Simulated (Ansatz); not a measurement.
Relaxed-ion elastic tensor of SrHfN₂ in space group R-3m (No. 166; Sr on 3a, Hf on 3b, N on 6c) in GPa (Voigt order), the program Ansatz at the LDA level (PAW); density 8.95 g/cm³, 13.64 Å³ per atom.

```
      1      2     3      4     5     6
-  ----  -----  ----  -----  ----  ----
1   356   85.4  86.3   19.5   0.0   0.0
2  85.4    356  86.3  -19.5   0.0   0.0
3  86.3   86.3   383    0.0   0.0   0.0
4  19.5  -19.5   0.0    120   0.0   0.0
5   0.0    0.0   0.0    0.0   120  19.5
6   0.0    0.0   0.0    0.0  19.5   135
```

Task: Is the crystal mechanically stable?

Result: Yes: the smallest eigenvalue of C is 107 GPa.

Task: Work out the Voigt, Reuss and Hill averages.

Result: K_V = 179, K_R = 179, K_H = 179; G_V = 131, G_R = 128, G_H = 129 GPa.

Task: Give Young's modulus, Poisson's ratio, Pugh's ratio and the universal anisotropy index.

Result: E = 9KG/(3K + G) = 312 GPa; ν = 0.21; K/G = 1.38 (brittle by the Pugh limit of 1.75); A_U = 5G_V/G_R + K_V/K_R − 6 = 0.13.

Task: Estimate the sound speeds and the Debye temperature.

Result: v_l = √((K + 4G/3)/ρ) = 6260 m/s, v_t = √(G/ρ) = 3800 m/s, mean 4200 m/s; Θ = (h/k)(3n/4πV)^(1/3) v_m = 523 K.

Task: Solve the Christoffel equation for the three sound speeds along x, y, z.

Result: Eigenvalues of C_ijkl n_j n_l equal ρv². In km/s, slowest first: x 3.45, 4.07, 6.30; y 3.64, 3.89, 6.32; z 3.66, 3.66, 6.54.

Task: How much does each axis shrink under pressure?

Result: Linear compressibilities β_i = Σ_j S_ij (j = 1 to 3): x 1.9, y 1.9, z 1.7 per TPa.

The workflow started from a Materials Project entry (that database holds measured and hypothetical structures alike); the Crystallography Open Database copy checked does not list it. Its standing as an ambient phase is unchecked. The cell was relaxed with LDA under the symmetry of its start; of distortions, only those at the zone centre were tested. No spin polarisation was allowed. Scalar-relativistic: spin–orbit coupling is off unless named, which matters more the heavier the elements.

Potentials: the later of the program's two PAW sets.
